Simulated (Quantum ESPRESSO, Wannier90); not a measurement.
# InSb (Cmc2₁): Wannier90 run

```
InSb
1.0
    2.31255    -4.00263     0.00000
    2.31255     4.00263     0.00000
    0.00000     0.00000     7.61630
In Sb
2 2
Direct
  0.66812   0.33188   0.51185
  0.33188   0.66812   0.01185
  0.66550   0.33450   0.13815
  0.33450   0.66550   0.63815
```

Cell from Materials Project (mp-1007661), symmetrised, no further relaxation. Not found in the COD (Crystallography Open Database) copy used, which has the formula in other groups; not checked further. The atoms lie within 0.1 Å of the higher space group P6_3mc. Level: PBEsol, spinors with spin-orbit coupling; pw.x of Quantum ESPRESSO at 64 Ry with PseudoDojo potentials, 4×4×4 k-points, Wannier90. Density: 8×8×4 mesh, cold smearing 0.01 Ry. With spin-orbit coupling a semilocal functional can close or falsely invert a small gap; the band order was not checked against a better method.

Valence charges of the files: In 13, Sb 15. 92 bands were computed.

Isolated groups of bands, relative to the Fermi level (bands from 45 on overlap up to the last one computed):

```tsv
bands	from (eV)	to (eV)	filling	weight on atomic waves
1–8	-29.44	-29.43	filled	Sb 4d 100 %
9–20	-28.20	-28.19	filled	Sb 4d 100 %
21–28	-15.24	-15.18	filled	In 4d 99 %
29–40	-14.45	-14.32	filled	In 4d 99 %
41–44	-10.74	-8.85	filled	Sb 5s 63 %, In 5p 21 %, In 5s 12 %
```

Wanted is a model with the orbitals In s p, Sb s p, without the filled groups that are mainly made of other shells (semicore states, and anion s where it isn't named); all higher bands stay in for disentanglement.

**Question.** Give num_wann, exclude_bands and num_bands, and the number of electrons that the model holds.

**Answer.** Electrons: 2×13 + 2×15 = 56, or 56.0 bands' worth; no gap over 0.05 eV opens at the Fermi level at this level of theory.
num_wann = 2 × (2×4 + 2×4) = 32.
exclude_bands = 1-40, 40 bands, so num_bands = 92 − 40 = 52.
The model holds 56 − 1×40 = 16 electrons. With the window frozen to 1.50 eV it follows pw.x to 29 meV rms (states up to 1.0 eV relative to the Fermi level).
